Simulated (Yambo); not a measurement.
**Bethe-Salpeter results for NaF at -1.5 % isotropic strain**

```
NaF
1.0
    0.00000     2.27896     2.27896
    2.27896     0.00000     2.27896
    2.27896     2.27896     0.00000
F Na
1 1
Direct
  0.50000   0.50000   0.50000
  0.00000   0.00000   0.00000
```

The PBEsol cell relaxed from Materials Project entry mp-682 was given an isotropic strain of -1.5 % on all lattice vectors, and the atoms were relaxed again.

BSE in Yambo on norm-conserving PBEsol (Quantum ESPRESSO, 88 Ry, no spin-orbit coupling) bands: 10×10×10 mesh, 3 valence and 1 conduction bands, static screening with 15 bands and a 4 Ry block, scissor 4.58 eV, Tamm-Dancoff; field along x.

```json
[
 {"state": "1", "energy (eV)": "9.15", "states within 2 meV": "3", "relative strength": "1.00", "class": "strong", "main transitions": "several band pairs"},
 {"state": "2", "energy (eV)": "10.40", "states within 2 meV": "3", "relative strength": "0.07", "class": "strong", "main transitions": "several band pairs"},
 {"state": "3", "energy (eV)": "10.44", "states within 2 meV": "3", "relative strength": "< 0.01", "class": "dark", "main transitions": "several band pairs"},
 {"state": "4", "energy (eV)": "10.52", "states within 2 meV": "2", "relative strength": "< 0.01", "class": "dark", "main transitions": "several band pairs"},
 {"state": "5", "energy (eV)": "10.54", "states within 2 meV": "3", "relative strength": "< 0.01", "class": "dark", "main transitions": "several band pairs"},
 {"state": "6", "energy (eV)": "10.75", "states within 2 meV": "1", "relative strength": "< 0.01", "class": "dark", "main transitions": "VB−2 → CB (100 %)"}
]
```

These are vertical excitations (zero momentum). The direct quasiparticle gap on this mesh is 11.04 eV; counted from there, state 1 is bound by 1.89 eV. Convergence with the mesh was not shown.

Spin singlets only. Strengths are relative to the strongest of the lowest states of this run; strong means a line over 3 % of the spectrum's maximum, dark under 0.03 %. Absolute energies carry the error of the G0W0 scissor, whose convergence isn't established.
